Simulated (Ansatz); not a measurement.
Relaxed KF (rock salt):

```
CELL_PARAMETERS angstrom
      0.00000     5.42078     5.42078
      2.71039     2.71039     5.42078
      2.71039     2.71039     0.00000
ATOMIC_POSITIONS crystal
  F  0.00000 0.00000 0.00000
  F  0.50000 0.00000 0.00000
  K  0.00000 0.50000 0.50000
  K  0.50000 0.50000 0.50000
```

A phonon eigenvector at X = (0.5, 0.5, 0.0) is frozen into this cell: atom i moves by Q times the vector below, so Q is the largest atomic displacement, in Å. The cell is held. (q is in reciprocal vectors of the primitive cell; the cell shown is doubled to hold the pattern.)

```tsv
atom	x	y	z
F1	0.000	0.000	-0.061
F2	0.000	0.000	0.061
K3	0.000	0.000	-1.000
K4	0.000	0.000	1.000
```

Calculation: PBE (plane waves to 420 eV, PAW, scalar-relativistic; Ansatz, a quantum-chemistry and plane-wave program). k mesh 11×11×11 (Γ-centred), Fermi-Dirac smearing 0.05 eV. E stands for the smeared free energy. KF was relaxed with its symmetry unable to fall. The zero of ΔE is the undisplaced structure.

```json
[
 {"Q (Å)": "-0.280", "ΔE (meV/cell)": "314"},
 {"Q (Å)": "-0.187", "ΔE (meV/cell)": "136"},
 {"Q (Å)": "-0.093", "ΔE (meV/cell)": "33"},
 {"Q (Å)": "0.000", "ΔE (meV/cell)": "0"},
 {"Q (Å)": "0.093", "ΔE (meV/cell)": "33"},
 {"Q (Å)": "0.187", "ΔE (meV/cell)": "136"},
 {"Q (Å)": "0.280", "ΔE (meV/cell)": "314"}
]
```

### Question
Which DFPT wavenumber at X = (0.5, 0.5, 0.0) belongs to this mode?
(A) 91 cm⁻¹
(B) 163 cm⁻¹
(C) 193 cm⁻¹

### Answer
B, 163 cm⁻¹. The curvature of the scan gives 163 cm⁻¹

(For displaced atoms, the force is minus the slope of the energy, and its curvature is a force constant, which sets phonon frequencies.)
